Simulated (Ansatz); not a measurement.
# One relaxed cell of RbMgCO3F at several levels

A database entry relaxed whole under r2SCAN at zero pressure (P-62m, No. 189):

```
CELL_PARAMETERS angstrom
9.01885 0.00000 0.00000
-4.50943 7.81056 0.00000
0.00000 0.00000 3.93798
ATOMIC_POSITIONS crystal
Rb 0.00000 0.38443 0.00000
Rb 0.38443 0.00000 0.00000
Rb 0.61557 0.61557 0.00000
Mg 0.00000 0.72102 0.50000
Mg 0.72102 0.00000 0.50000
Mg 0.27898 0.27898 0.50000
C 0.33333 0.66667 0.50000
C 0.66667 0.33333 0.50000
C 0.00000 0.00000 0.50000
O 0.20101 0.68448 0.50000
O 0.48347 0.79899 0.50000
O 0.31552 0.51653 0.50000
O 0.68448 0.20101 0.50000
O 0.79899 0.48347 0.50000
O 0.51653 0.31552 0.50000
O 0.00000 0.14243 0.50000
O 0.14243 0.00000 0.50000
O 0.85757 0.85757 0.50000
F 0.27657 0.27657 0.00000
F 0.00000 0.72343 0.00000
F 0.72343 0.00000 0.00000
```

Its volume is 13.21 Å³ an atom, +0.0 % against the entry's 13.21, a measured cell (2015, 293 K).

Single points on this cell with plane-wave PAW DFT (Ansatz 0.2.0; r2SCAN 500 eV, hybrids 420 eV; fermi-dirac occupations of width 0.020 eV; no moments): r2SCAN on a 6×6×8 Γ-centred mesh; HSE06 on a 6×6×2 Γ-centred mesh; PBE0 on a 6×6×2 Γ-centred mesh.

Task: How do gap, pressure and charges move from level to level?

Result: The runs give:

```
 level  gap (eV), or kind  pressure (GPa)  Bader charge of Rb (e)  Bader charge of Mg (e)  Bader charge of C (e)  Bader charge of O (e)  Bader charge of F (e)
r2SCAN               5.57             0.0                   +0.89                   +1.79                  +2.36                  -1.38                  -0.90
 HSE06               6.77            -0.1                   +0.90                   +1.79                  +2.38                  -1.39                  -0.90
  PBE0               7.53            -0.2                   +0.90                   +1.79                  +2.38                  -1.39                  -0.90
```

Under r2SCAN the gap is 5.57 eV, over mesh and band path. HSE06 moves it by +1.20 eV and PBE0 by +1.96 eV; PBE0 keeps its exact exchange at long range, which widens the gap over HSE06's by 0.76 eV on their common mesh.

Caveats: the relaxation kept the start's symmetry; HSE06 is read on its mesh and at the zone's corners, PBE0 on its mesh alone; hybrid pressures are good to a few tenths of a GPa; pressure is positive in compression.
